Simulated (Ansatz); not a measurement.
Ca$_{3}$GeO:
```cif
data_Ca3GeO
_chemical_formula_sum 'Ca3 Ge1 O1'
_space_group_name_H-M_alt 'P 1'
_space_group_IT_number 1
_cell_length_a 4.60481
_cell_length_b 4.60481
_cell_length_c 4.60481
_cell_angle_alpha 90.000
_cell_angle_beta 90.000
_cell_angle_gamma 90.000
loop_
_space_group_symop_operation_xyz
  'x, y, z'
loop_
_atom_site_label
_atom_site_type_symbol
_atom_site_fract_x
_atom_site_fract_y
_atom_site_fract_z
_atom_site_occupancy
Ca1 Ca 0.50000 0.50000 0.00000 1
Ca2 Ca 0.00000 0.50000 0.50000 1
Ca3 Ca 0.50000 0.00000 0.50000 1
Ge1 Ge 0.00000 0.00000 0.00000 1
O1 O 0.50000 0.50000 0.50000 1
```

This is the LDA-relaxed structure.

### Question
All from LDA (plane waves, PAW; program Ansatz), unless another level is named. Estimate the electronic character.

### Answer
no gap, with almost no states at the Fermi level (zero-gap or semimetallic).

### Question
Predict the formation energy from the elements (no fitted shifts).

### Answer
-1.73 eV/atom.

Space group Pm-3m (anti-perovskite). The workflow started from a Materials Project entry (that database holds measured and hypothetical structures alike); the Crystallography Open Database files this formula in space group No. 221, but the cells were not matched. Whether it is the stable phase at ambient conditions was not checked. Symmetry was held in the LDA relaxation; of distortions, only those at the zone centre were tested. The references are the lowest solids computed at this level, not always the standard phases (solids in place of the gases). Spin–orbit coupling is left out wherever it is not named.

Potentials: the later of the program's two PAW sets.
